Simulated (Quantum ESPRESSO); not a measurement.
# Planted mistakes on one cell of AlSi3NC3

Calculated results; nothing here was measured. They come from pw.x of Quantum ESPRESSO 7.5, a plane-wave density functional program, with PseudoDojo standard norm-conserving files (v0.5 for PBE, v0.4.1 for LDA and PBEsol). The cells are made up: elements, strain and atom displacements were drawn at random, and nothing was relaxed. There is no spin polarisation, spin-orbit coupling or dispersion term.

The cell has 8 sites of a wurtzite lattice (rectangular cell). Sites 1 to 4 hold Al Si Si Si; sites 5 to 8 hold N C C C. Cell vectors in Å: (3.087, -0.005, -0.007); (-0.008, 5.353, 0.032); (-0.011, 0.030, 4.986). Settings: PBE, cutoff 1143 eV, 6 x 4 x 4 k mesh shifted by half a step, Fermi-Dirac smearing of 0.025 eV.

The intended run has a self-consistency threshold of 1e-07 eV, a smearing term of 0.000 eV, a pressure of 11.10 GPa and 12 iterations. Each further run changes one thing: all lengths scaled by 0.9905; atoms of sites 1 and 7 exchanged; cutoff 736 eV; files of PBEsol; k mesh 2 x 2 x 2; one electron added; smearing 0.7 eV; threshold 0.04 eV. A coarse mesh keeps the shift, and a charged cell sits in a uniform background.

```
run,change of free energy (eV),smearing term -TS (eV),change of P (GPa),largest change of a force component (eV/Å),iterations
A,1.881,0.000,-3.43,0.069,12
B,0.489,0.000,-4.76,0.008,12
C,0.005,0.000,0.72,0.063,6
D,12.124,-0.008,29.01,0.745,13
E,-0.948,0.000,-0.40,0.623,13
F,0.212,0.000,7.07,0.317,12
G,9.896,-0.003,27.78,13.601,13
H,-0.392,-1.412,1.60,0.403,12
```

A rerun of the intended cell at 1437 eV and k mesh 8 x 6 x 6 moved values by no more than 0.002 eV in the cell's energy, 0.08 GPa in stress and 0.005 eV/Å in force.

Question: which change belongs to which run?

## Worked reading

Run C has the fewest iterations, as a run stopped early does. Run H has the largest smearing term, as wide smearing gives. Run B has a higher energy and the largest fall in pressure, as too small a basis gives. Run F changes the volume by a factor of 0.9718; minus its pressure change over the logarithm of that factor, 247 GPa, is a rough bulk modulus with clamped atoms. Energies from files of another functional, or of a charged cell, have another zero and say nothing on stability; the pressure of a charged cell rests on the program's zero of potential too.

## Key

| run | change |
| --- | --- |
| A | files of PBEsol |
| B | cutoff 736 eV |
| C | threshold 0.04 eV |
| D | one electron added |
| E | k mesh 2 x 2 x 2 |
| F | all lengths scaled by 0.9905 |
| G | atoms of sites 1 and 7 exchanged |
| H | smearing 0.7 eV |